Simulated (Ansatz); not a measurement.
## Notes on HF

```xyz
4
Lattice="2.2339 0.0000 0.0000 0.0000 2.8969 0.0000 0.0000 0.0000 4.9434" Properties=species:S:1:pos:R:3 pbc="T T T"
H     0.0000    1.4484    2.2196
H     1.1170    0.0000    2.7238
F     0.0000    0.0000    1.1024
F     1.1170    1.4484    3.8410
```

The numbers come from plane-wave PAW DFT (Ansatz): PBEsol, no spin polarisation, 420 eV, 11×9×5 Γ-centred k points, gaussian occupations (width 0.0177 eV). Nothing was relaxed.

**Question.** How is the charge shared?

**Answer.** Bader charges in e: H +0.49, F -0.49. In the mean H gives up most and F takes most.

**Question.** What happens at the Fermi level?

**Answer.** It is a metal on this mesh, though the bands barely overlap, with about 0.74 states/eV a cell as the mean within 0.25 eV of the Fermi level, mostly F p (99 %).

**Question.** Which atom feels the largest force, and which way?

**Answer.** The largest is on F3 (and as large on other atoms): 3.93 eV/Å, components (0.00, 0.00, 3.93). It makes 52° with the line to a nearest neighbour, H1 at 1.83 Å.

**Question.** What is the formation energy?

**Answer.** 0.10 eV an atom against the elements' usual phases (free molecules for gases, crystals otherwise, with no correction for O₂ or N₂), so at this geometry it isn't bound against them. Relaxing would lower it.

**Question.** What does the stress say?

**Answer.** The pressure is -18.1 GPa (compression positive), so with the atoms held at these fractions the cell would first shrink; the forces are large, so a full relaxation may end otherwise. The principal stresses -50.0, -29.9, 25.7 GPa differ, so its shape would change too.

**Question.** Describe some of the short contacts.

**Answer.** H–F at 1.83 Å: least valence density 0.25 e/Å³ and ELF 0.37 there. H–H at 1.90 Å: least valence density 0.12 e/Å³ and ELF 0.18 there. Both are smooth PAW fields, read partly inside the augmentation spheres.

Origin: a known structure type with other elements, at an estimated volume, so it need not be a known compound. Caveats: atoms or cell far from equilibrium.
